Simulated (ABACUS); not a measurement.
Worked example: self-consistent single point of LiF (I4/mmm, 8 atoms in the cell; from Materials Project mp-1138, changed as shown) in ABACUS.

All values come from this method and carry its errors: LDA (PW92), PseudoDojo 0.4 standard norm-conserving LDA (tails mended) pseudopotentials (plane waves; ABACUS 3.10.1).

The change in words: lattice vector c scaled by 1.01. Reference geometry (Fm-3m):
```xyz
8
Lattice="4.0834 0.0000 0.0000 0.0000 4.0834 0.0000 0.0000 0.0000 4.0834" Properties=species:S:1:pos:R:3 pbc="T T T"
Li     0.0000     0.0000     0.0000
Li     0.0000     2.0417     2.0417
Li     2.0417     0.0000     2.0417
Li     2.0417     2.0417     0.0000
F      2.0417     0.0000     0.0000
F      2.0417     2.0417     2.0417
F      0.0000     0.0000     2.0417
F      0.0000     2.0417     0.0000
```

Reference input (self-consistent single point, DFT, LDA (PW92), plane waves, PseudoDojo 0.4 standard norm-conserving LDA (tails mended) pseudopotentials): KPT = MP 7 7 7 0 0 0; basis_type = pw; dft_functional = PWLDA; ecutwfc = 84 Ry; smearing_method = fixed; potentials = PseudoDojo 0.4 standard norm-conserving LDA (tails mended); symmetry = 1; symmetry_prec = 1e-05; ks_solver = dav_subspace; scf_nmax = 100; scf_thr = 1.0e-09 Ry; mixing_type = broyden. This run's input differs from it in these lines:

```diff
@@ -29,3 +29,3 @@
    0.0000000000    4.0834300000    0.0000000000
-   0.0000000000    0.0000000000    4.0834300000
+   0.0000000000    0.0000000000    4.1242640000
```

Log, with long lists cut:

```
 SELF-CONSISTENT
 -------------------------------------------
                                 init_chg = atomic

 PW ALGORITHM --------------- ION=   1  ELEC=   1--------------------------------

 Density error is 0.436952765478
                          Error Threshold = 0.01
 E_KohnSham     -254.4662016791      -3462.1902912535
 E_Fermi        -0.1324451328        -1.8020084783

 PW ALGORITHM --------------- ION=   1  ELEC=   2--------------------------------

 Density error is 0.206359230328
                          Error Threshold = 0.00109238191369
 E_KohnSham     -254.5879674032      -3463.8469989216
   [... lines left out ...]

 Density error is 1.76337769239e-09
                          Error Threshold = 5.72539929698e-11
 E_KohnSham     -254.6306032060      -3464.4270887792
 E_Fermi        0.0091393399         0.1243470980

 PW ALGORITHM --------------- ION=   1  ELEC=   8--------------------------------

 Density error is 5.95231952468e-11
                          Error Threshold = 4.40844423098e-12
 E_KohnSham     -254.6306032061      -3464.4270887802
 E_KS(sigma->0) -254.6306032061      -3464.4270887802
 E_entropy(-TS) 0.0000000000         0.0000000000
 E_Fermi        0.0091329702         0.1242604340
 charge density convergence is achieved
 final etot is -3464.4270888 eV
 EFERMI = 0.12426043402 eV

 STATE ENERGY(eV) AND OCCUPATIONS    NSPIN == 1
   [... 27 lines left out ...]

 TOTAL-FORCE (eV/Angstrom)
                       Li1         0.0000000000         0.0000000000         0.0000000000
                       Li2         0.0000000000         0.0000000000         0.0000000000
                       Li3         0.0000000000         0.0000000000         0.0000000000
                       Li4         0.0000000000         0.0000000000         0.0000000000
                        F1         0.0000000000         0.0000000000         0.0000000000
                        F2         0.0000000000         0.0000000000         0.0000000000
                        F3         0.0000000000         0.0000000000         0.0000000000
   [... lines left out ...]

 TOTAL-STRESS (KBAR)
       -91.1156983602         0.0000000000         0.0000000000
         0.0000000000       -91.1156983602        -0.0000000000
         0.0000000000        -0.0000000000       -94.7178442847
 TOTAL-PRESSURE: -92.316414 KBAR

 --------------------------------------------
 !FINAL_ETOT_IS -3464.4270887802090328 eV
 --------------------------------------------
```

The run converged in 8 iterations. Against the reference run the free energy rises by 4.8 meV/atom and the pressure goes from -8.79 to -9.23 GPa.

The structure comes from a collection of computed structures, made at another level of theory; the collection holds predicted forms beside known ones.

Cost on one core: about 100 core-seconds (a rough figure).

“Tails mended”: in these copies of the files the far tail of each local potential was reset to the Coulomb form.
